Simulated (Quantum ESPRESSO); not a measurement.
## Ti4O6FN (one run as intended and one with a planted mistake)

A calculation, not a measurement. The program is pw.x of Quantum ESPRESSO 7.5 (plane-wave density functional theory). The cell is made up: 12 atoms on a rutile lattice, with randomly drawn elements, strain and displacements, not relaxed. PseudoDojo standard norm-conserving files (v0.5 for PBE, v0.4.1 for LDA and PBEsol) set the functional; there is no spin polarisation, spin-orbit coupling or dispersion term, and the masses in the input are unused placeholders.

Intended input:

```
&control calculation='scf', pseudo_dir='./dojo.nc.sr.pbe.v0_5.standard.upf', outdir='./o', disk_io='low', tprnfor=.true., tstress=.true. /
&system ibrav=0, nat=12, ntyp=4, nbnd=54, ecutwfc=84.00895049, nosym=.true., tot_charge=0,
 occupations='smearing', smearing='fd', degauss=0.0018374661
/
&electrons conv_thr=7.350e-09, electron_maxstep=60, /
ATOMIC_SPECIES
F 1.0 F.upf
N 1.0 N.upf
O 1.0 O.upf
Ti 1.0 Ti.upf
CELL_PARAMETERS angstrom
4.6533 0.0 0.0
0.0 4.6533 0.0
0.0 0.0 5.9442
ATOMIC_POSITIONS angstrom
Ti -0.0749 -0.0432 -0.0803
Ti 2.3065 2.3247 1.4878
Ti -0.0629 0.1143 2.9712
Ti 2.4085 2.2395 4.5077
O 1.3663 1.4415 -0.0245
O 3.3495 3.1749 -0.0594
O 3.7469 0.9455 1.507
O 0.892 3.7439 1.5055
O 1.5969 1.426 2.9995
O 3.1539 3.2785 2.9249
F 3.6123 0.8126 4.3302
N 0.8943 3.7447 4.5744
K_POINTS automatic
5 5 4 1 1 1
```

The log is shortened where brackets say so; the opening notice, blank lines, dates and the lines on written files are dropped, and the path of the files is cut. It prints rydbergs, bohrs and kilobars, and counts compression as positive stress. Where no state is partly filled, the Fermi energy that it prints is only some level between the filled and the empty states on the mesh, and need not lie in the true gap.

Log of the intended run:

```
     Program PWSCF v.7.5
     Parallel version (MPI & OpenMP), running on       4 processor cores
     Number of MPI processes:                 4
     Threads/MPI process:                     1
     [start-up lines left out]
     bravais-lattice index     =            0
     lattice parameter (alat)  =       8.7935  a.u.
     unit-cell volume          =     868.5846 (a.u.)^3
     number of atoms/cell      =           12
     number of atomic types    =            4
     number of electrons       =        96.00
     number of Kohn-Sham states=           54
     kinetic-energy cutoff     =      84.0090  Ry
     charge density cutoff     =     336.0358  Ry
     scf convergence threshold =      7.3E-09
     mixing beta               =       0.7000
     number of iterations used =            8  plain     mixing
     Exchange-correlation= PBE
                           (   1   4   3   4   0   0   0)
     [axes and pseudopotential details left out]
   Cartesian axes
     site n.     atom                  positions (alat units)
         1        Ti     tau(   1) = (  -0.0160961  -0.0092837  -0.0172566  )
         2        Ti     tau(   2) = (   0.4956697   0.4995809   0.3197301  )
         3        Ti     tau(   3) = (  -0.0135173   0.0245632   0.6385146  )
         4        Ti     tau(   4) = (   0.5175897   0.4812714   0.9687104  )
         5        O      tau(   5) = (   0.2936196   0.3097802  -0.0052651  )
         6        O      tau(   6) = (   0.7198117   0.6822900  -0.0127651  )
         7        O      tau(   7) = (   0.8052135   0.2031891   0.3238562  )
         8        O      tau(   8) = (   0.1916919   0.8045688   0.3235338  )
         9        O      tau(   9) = (   0.3431758   0.3064492   0.6445963  )
        10        O      tau(  10) = (   0.6777771   0.7045538   0.6285647  )
        11        F      tau(  11) = (   0.7762878   0.1746288   0.9305654  )
        12        N      tau(  12) = (   0.1921862   0.8047407   0.9830443  )
     number of k points=    50  Fermi-Dirac smearing, width (Ry)=  0.0018
                       cart. coord. in units 2pi/alat
        k(    1) = (   0.1000000   0.1000000   0.0978538), wk =   0.0400000
        k(    2) = (   0.1000000   0.1000000   0.2935614), wk =   0.0400000
     [further k points left out]
     Dense  grid:    90389 G-vectors     FFT dimensions: (  54,  54,  72)
     Estimated max dynamical RAM per process >     263.81 MB
     Estimated total dynamical RAM >     989.05 MB
     Initial potential from superposition of free atoms
     starting charge      95.9936, renormalised to      96.0000
     Starting wfcs are   72 randomized atomic wfcs
     total cpu time spent up to now is        4.5 secs
     per-process dynamical memory:   210.9 Mb
     Self-consistent Calculation
     iteration #  1     ecut=    84.01 Ry     beta= 0.70
     Davidson diagonalization with overlap
     ethr =  1.00E-02,  avg # of iterations =  2.0
     total cpu time spent up to now is       11.2 secs
     total energy              =    -741.17202200 Ry
     estimated scf accuracy    <       5.96324445 Ry
     iteration #  2     ecut=    84.01 Ry     beta= 0.70
     Davidson diagonalization with overlap
     ethr =  6.21E-03,  avg # of iterations =  8.1
     total cpu time spent up to now is       25.5 secs
     total energy              =    -733.76812757 Ry
     estimated scf accuracy    <      81.54218537 Ry
     [iterations 3 to 21 left out]
     iteration # 22     ecut=    84.01 Ry     beta= 0.70
     Davidson diagonalization with overlap
     ethr =  1.24E-11,  avg # of iterations =  4.9
     total cpu time spent up to now is      203.7 secs
     total energy              =    -744.50900563 Ry
     estimated scf accuracy    <       0.00000001 Ry
     iteration # 23     ecut=    84.01 Ry     beta= 0.70
     Davidson diagonalization with overlap
     ethr =  1.24E-11,  avg # of iterations =  4.5
     total cpu time spent up to now is      211.3 secs
     End of self-consistent calculation
     [lines on levels left out]
     the Fermi energy is    10.2571 ev
!    total energy              =    -744.50900563 Ry
     estimated scf accuracy    <          1.2E-09 Ry
     smearing contrib. (-TS)   =      -0.00000000 Ry
     internal energy E=F+TS    =    -744.50900563 Ry
     The total energy is F=E-TS. E is the sum of the following terms:
     one-electron contribution =    -266.99102236 Ry
     hartree contribution      =     179.85989757 Ry
     xc contribution           =    -137.09518432 Ry
     ewald contribution        =    -520.28269653 Ry
     convergence has been achieved in  23 iterations
     Forces acting on atoms (cartesian axes, Ry/au):
     atom    1 type  4   force =     0.12343267   -0.07166345    0.07161422
     atom    2 type  4   force =    -0.01907648    0.02832692    0.02029390
     atom    3 type  4   force =     0.14462969   -0.15833306   -0.16044570
     atom    4 type  4   force =    -0.16886223    0.17614462   -0.00628013
     atom    5 type  3   force =     0.03346638    0.00940984   -0.00794098
     atom    6 type  3   force =    -0.04278015   -0.02848377    0.01187165
     atom    7 type  3   force =    -0.00746576    0.01333914    0.01240234
     atom    8 type  3   force =    -0.01774566    0.01994449    0.00847289
     atom    9 type  3   force =    -0.07484535   -0.04113372   -0.00807394
     atom   10 type  3   force =     0.04608731    0.01648538    0.02221821
     atom   11 type  1   force =    -0.00924600    0.01200335    0.07731635
     atom   12 type  2   force =    -0.00759442    0.02396025   -0.04144882
     Total force =     0.427107     Total SCF correction =     0.000082
     Computing stress (Cartesian axis) and pressure
          total   stress  (Ry/bohr**3)                   (kbar)     P=       53.21
   0.00033519  -0.00021945  -0.00021913           49.31      -32.28      -32.23
  -0.00021945   0.00035336   0.00018494          -32.28       51.98       27.21
  -0.00021913   0.00018494   0.00039650          -32.23       27.21       58.33
     init_run     :      4.16s CPU      4.34s WALL (       1 calls)
     electrons    :    206.35s CPU    206.86s WALL (       1 calls)
     forces       :      1.50s CPU      1.52s WALL (       1 calls)
     stress       :      4.83s CPU      4.84s WALL (       1 calls)
     [timing details left out]
     PWSCF        :   3m37.01s CPU   3m37.79s WALL
     JOB DONE.
```

A second run has one planted mistake: the files are those of another functional. The input lines that differ, file-writing options aside:

```
- &control calculation='scf', pseudo_dir='./dojo.nc.sr.pbe.v0_5.standard.upf', outdir='./o', disk_io='low', tprnfor=.true., tstress=.true. /
+ &control calculation='scf', pseudo_dir='./dojo.nc.sr.pbesol.v0_4_1.standard.upf', outdir='./o', disk_io='medium', tprnfor=.true., tstress=.true. /
```

Its log:

```
     Program PWSCF v.7.5
     Parallel version (MPI & OpenMP), running on       1 processor cores
     Number of MPI processes:                 1
     Threads/MPI process:                     1
     [start-up lines left out]
     bravais-lattice index     =            0
     lattice parameter (alat)  =       8.7935  a.u.
     unit-cell volume          =     868.5846 (a.u.)^3
     number of atoms/cell      =           12
     number of atomic types    =            4
     number of electrons       =        96.00
     number of Kohn-Sham states=           54
     kinetic-energy cutoff     =      84.0090  Ry
     charge density cutoff     =     336.0358  Ry
     scf convergence threshold =      7.3E-09
     mixing beta               =       0.7000
     number of iterations used =            8  plain     mixing
     Exchange-correlation= PBESOL
                           (   1   4  10   8   0   0   0)
     [axes and pseudopotential details left out]
   Cartesian axes
     site n.     atom                  positions (alat units)
         1        Ti     tau(   1) = (  -0.0160961  -0.0092837  -0.0172566  )
         2        Ti     tau(   2) = (   0.4956697   0.4995809   0.3197301  )
         3        Ti     tau(   3) = (  -0.0135173   0.0245632   0.6385146  )
         4        Ti     tau(   4) = (   0.5175897   0.4812714   0.9687104  )
         5        O      tau(   5) = (   0.2936196   0.3097802  -0.0052651  )
         6        O      tau(   6) = (   0.7198117   0.6822900  -0.0127651  )
         7        O      tau(   7) = (   0.8052135   0.2031891   0.3238562  )
         8        O      tau(   8) = (   0.1916919   0.8045688   0.3235338  )
         9        O      tau(   9) = (   0.3431758   0.3064492   0.6445963  )
        10        O      tau(  10) = (   0.6777771   0.7045538   0.6285647  )
        11        F      tau(  11) = (   0.7762878   0.1746288   0.9305654  )
        12        N      tau(  12) = (   0.1921862   0.8047407   0.9830443  )
     number of k points=    50  Fermi-Dirac smearing, width (Ry)=  0.0018
                       cart. coord. in units 2pi/alat
        k(    1) = (   0.1000000   0.1000000   0.0978538), wk =   0.0400000
        k(    2) = (   0.1000000   0.1000000   0.2935614), wk =   0.0400000
     [further k points left out]
     Dense  grid:    90389 G-vectors     FFT dimensions: (  54,  54,  72)
     Estimated max dynamical RAM per process >     142.84 MB
     Initial potential from superposition of free atoms
     starting charge      95.9940, renormalised to      96.0000
     Starting wfcs are   72 randomized atomic wfcs
     total cpu time spent up to now is       14.0 secs
     per-process dynamical memory:    87.9 Mb
     Self-consistent Calculation
     iteration #  1     ecut=    84.01 Ry     beta= 0.70
     Davidson diagonalization with overlap
     ethr =  1.00E-02,  avg # of iterations =  2.0
     total cpu time spent up to now is       39.4 secs
     total energy              =    -740.06946101 Ry
     estimated scf accuracy    <       5.60110111 Ry
     iteration #  2     ecut=    84.01 Ry     beta= 0.70
     Davidson diagonalization with overlap
     ethr =  5.83E-03,  avg # of iterations =  8.0
     total cpu time spent up to now is      130.5 secs
     total energy              =    -733.09267600 Ry
     estimated scf accuracy    <      76.77197280 Ry
     [iterations 3 to 21 left out]
     iteration # 22     ecut=    84.01 Ry     beta= 0.70
     Davidson diagonalization with overlap
     ethr =  3.62E-11,  avg # of iterations =  1.0
     total cpu time spent up to now is     1074.9 secs
     total energy              =    -743.22916934 Ry
     estimated scf accuracy    <       0.00000002 Ry
     iteration # 23     ecut=    84.01 Ry     beta= 0.70
     Davidson diagonalization with overlap
     ethr =  1.66E-11,  avg # of iterations =  5.9
     total cpu time spent up to now is     1119.3 secs
     End of self-consistent calculation
     [lines on levels left out]
     the Fermi energy is    10.0783 ev
!    total energy              =    -743.22916934 Ry
     estimated scf accuracy    <          1.4E-09 Ry
     smearing contrib. (-TS)   =      -0.00000000 Ry
     internal energy E=F+TS    =    -743.22916934 Ry
     The total energy is F=E-TS. E is the sum of the following terms:
     one-electron contribution =    -266.56978634 Ry
     hartree contribution      =     178.86933652 Ry
     xc contribution           =    -135.24602299 Ry
     ewald contribution        =    -520.28269653 Ry
     convergence has been achieved in  23 iterations
     Forces acting on atoms (cartesian axes, Ry/au):
     atom    1 type  4   force =     0.12119433   -0.07159797    0.07102664
     atom    2 type  4   force =    -0.01847097    0.02733647    0.02213938
     atom    3 type  4   force =     0.13967439   -0.15555024   -0.15872491
     atom    4 type  4   force =    -0.16615534    0.17171653   -0.00680868
     atom    5 type  3   force =     0.03584938    0.01152805   -0.00847613
     atom    6 type  3   force =    -0.04318528   -0.02861027    0.01063341
     atom    7 type  3   force =    -0.00613442    0.01124137    0.01405329
     atom    8 type  3   force =    -0.01888302    0.02070285    0.00796128
     atom    9 type  3   force =    -0.07024200   -0.03723489   -0.00789445
     atom   10 type  3   force =     0.04340641    0.01409954    0.02125669
     atom   11 type  1   force =    -0.00740003    0.01091353    0.07431819
     atom   12 type  2   force =    -0.00965344    0.02545502   -0.03948472
     Total force =     0.418196     Total SCF correction =     0.000121
     Computing stress (Cartesian axis) and pressure
          total   stress  (Ry/bohr**3)                   (kbar)     P=      -13.51
  -0.00009176  -0.00021646  -0.00021623          -13.50      -31.84      -31.81
  -0.00021646  -0.00007423   0.00017805          -31.84      -10.92       26.19
  -0.00021623   0.00017805  -0.00010943          -31.81       26.19      -16.10
     init_run     :     12.54s CPU     13.99s WALL (       1 calls)
     electrons    :   1033.02s CPU   1105.28s WALL (       1 calls)
     forces       :      6.39s CPU      6.49s WALL (       1 calls)
     stress       :     22.21s CPU     22.31s WALL (       1 calls)
     [timing details left out]
     PWSCF        :  17m54.35s CPU  19m 8.57s WALL
     JOB DONE.
```

|  | intended run | run with the mistake |
| --- | --- | --- |
| free energy (eV) | -10129.561 | -10112.148 |
| smearing term -TS (eV) | 0.0000 | 0.0000 |
| pressure (GPa) | 5.32 | -1.35 |
| largest force component (eV/Å) | 4.529 | 4.415 |
| largest change of a force component (eV/Å) |  | 0.127 |
| iterations | 23 | 23 |

For scale, a rerun of the intended cell at a cutoff of 1437 eV and k mesh 7 x 7 x 6 moved values by no more than 0.004 eV in energy, 0.04 GPa in stress and 0.002 eV/Å in force. Files of another functional have another zero of energy, so the energy change says nothing on stability.